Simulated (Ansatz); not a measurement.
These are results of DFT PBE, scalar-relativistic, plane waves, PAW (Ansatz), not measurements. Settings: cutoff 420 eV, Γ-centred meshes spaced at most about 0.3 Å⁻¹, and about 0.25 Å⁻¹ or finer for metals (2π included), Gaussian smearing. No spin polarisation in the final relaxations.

These are static total energies at zero pressure.

Compare these two cells of ZnSn2N3, each relaxed at this level.

A.

```
Zn Sn N
1.0
     3.32064    0.00000    0.00000
     0.32161    5.46688    0.00000
     1.28194    0.34087    9.69558
Zn Sn N
2 4 6
Cartesian
  2.2071 2.7600 4.7947
  4.0179 0.5480 9.6161
  2.8665 5.2089 2.9762
  2.4368 2.6578 8.0939
  1.1626 2.8297 1.4528
  4.3044 5.3999 6.0745
  2.3675 0.8157 4.8780
  2.8133 4.1447 1.0248
  2.8323 1.4029 1.6642
  2.5747 3.9453 6.3938
  1.2001 3.8907 3.4414
  4.0827 1.2427 7.7630
```

B.

```
Zn Sn N
1.0
     2.97196    1.71586    2.75411
    -2.97196    1.71586    2.75411
     0.00000   -3.43172    2.75411
Zn Sn N
1 2 3
Direct
  0.00000 0.00000 0.00000
  0.67400 0.67400 0.67400
  0.32600 0.32600 0.32600
  0.00000 0.50000 0.00000
  0.50000 0.00000 0.00000
  0.00000 0.00000 0.50000
```

Question: Which is lower in energy, and by how much?

Answer: A is lower, by 0.66 eV/atom. A has space group P1 (No. 1), 14.7 Å³/atom and a gap of 0.23 eV on its mesh; B has space group R-3m (No. 166), 14.0 Å³/atom and no gap. Counting N atoms around Sn and Zn (those within 1.25 times the shortest such distance or 1.15 times the sum of covalent radii; a slash parts the counts of unlike sites), A has Zn 3, Sn 3/5 and B has Zn 6, Sn 3. The lower one is the more open, so pressure narrows the difference. Even the lower one lies +0.28 eV/atom against the reference forms of the elements (uncorrected), so neither is stable at this level. In A, Zn on its first site has 3 N at 1.95–2.03 Å; around Sn on its first site lie 5 N at 2.14–2.22 Å; around N on its first site lie 1 Zn at 1.95 Å and 3 Sn at 2.19–2.26 Å; 9 more sites not described. In B, around Zn lie 6 N at 2.20 Å and 2 Sn at 2.69 Å; around Sn lie 3 N at 2.16 Å and 1 Zn at 2.69 Å; N has 2 Sn at 2.16 Å and 2 Zn at 2.20 Å. Both come from invented guesses.

Kohn–Sham gaps at this level usually fall short of measured ones. In R-3m an odd number of electrons in the primitive cell allows no gap without spin; a larger cell or a magnetic state could open one. Cells relaxed within their symmetry can be saddle points.
